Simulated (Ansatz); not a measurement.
CaSn$_{2}$O$_{2}$ in space group P-4m2 (No. 115; Sn on 2g, O on 1b, O on 1a, Ca on 1d) under volume change, DFT-PBE+D3(BJ) in the program Ansatz with PAW potentials, shape and atoms relaxed at each volume.

```json
[
 {"V (Å³/atom)": "20.042", "E − E(relaxed) (meV/atom)": "22.8", "P (GPa)": "4.49"},
 {"V (Å³/atom)": "20.703", "E − E(relaxed) (meV/atom)": "8.6", "P (GPa)": "2.46"},
 {"V (Å³/atom)": "21.363", "E − E(relaxed) (meV/atom)": "1.8", "P (GPa)": "0.96"},
 {"V (Å³/atom)": "22.024", "E − E(relaxed) (meV/atom)": "0.0", "P (GPa)": "0.00"},
 {"V (Å³/atom)": "22.685", "E − E(relaxed) (meV/atom)": "1.4", "P (GPa)": "-0.65"},
 {"V (Å³/atom)": "23.346", "E − E(relaxed) (meV/atom)": "4.9", "P (GPa)": "-1.03"},
 {"V (Å³/atom)": "24.006", "E − E(relaxed) (meV/atom)": "9.8", "P (GPa)": "-1.38"}
]
```

What does a third-order Birch–Murnaghan fit give for V₀, B₀ and B′?

V₀ = 22.02 Å³/atom, B₀ = 27.9 GPa, B′ = 12.4.

A made-up cell: these elements were put on the sites of a structure type; neither database checked (COD, Materials Project) lists it. Its standing as an ambient phase is unchecked. The PBE+D3(BJ) relaxation kept the symmetry of its start. At this level the phase is mechanically unstable. Spin–orbit coupling is left out wherever it is not named.

Potentials: the later of the program's two PAW sets.
